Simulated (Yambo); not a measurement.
```
CELL_PARAMETERS angstrom
      4.53640     0.00000     0.00000
     -2.26820     3.92864     0.00000
      0.00000     0.00000     8.11955
ATOMIC_POSITIONS crystal
  H  0.66667 0.33333 0.35610
  H  0.33333 0.66667 0.64390
  H  0.00000 0.00000 0.50000
  I  0.00000 0.00000 0.00000
  Ba 0.66667 0.33333 0.68472
  Ba 0.33333 0.66667 0.31528
```

Ba2H3I (space group P-3m1, No. 164): mean Im ε in 1 eV windows above the direct gap of 4.01 eV, for different electron-hole kernels (Yambo, broadening 0.15 eV, norm-conserving PBEsol (Quantum ESPRESSO, 72 Ry, no spin-orbit coupling) bands; 6×6×4 mesh, 6 valence and 16 conduction bands, static screening with 67 bands and a 3 Ry block, scissor 1.52 eV, Tamm-Dancoff; field along x).

```tsv
window (eV)	independent quasiparticles	RPA (no attraction)	BSE
4.0 to 5.0	1.8	1.5	4.4
5.0 to 6.0	3.5	2.8	7.4
6.0 to 7.0	6.2	5.3	4.6
7.0 to 8.0	5.2	4.6	3.6
8.0 to 9.0	4.3	3.8	2.8
```

This run doesn't resolve bound excitons or single peaks, so only averages are given, and they too depend on the mesh; weight that the attraction moves below the gap isn't listed. All transitions below 9.11 eV are in the band window. The scissor comes from a G0W0 run whose convergence isn't established.

Spin-orbit coupling is left out, which matters for elements this heavy: edges can move by tenths of an eV.

Geometry of the Materials Project entry, not relaxed at this level.

The structure is a Materials Project entry; no match was found in the copy of COD used, and its stability was not checked.
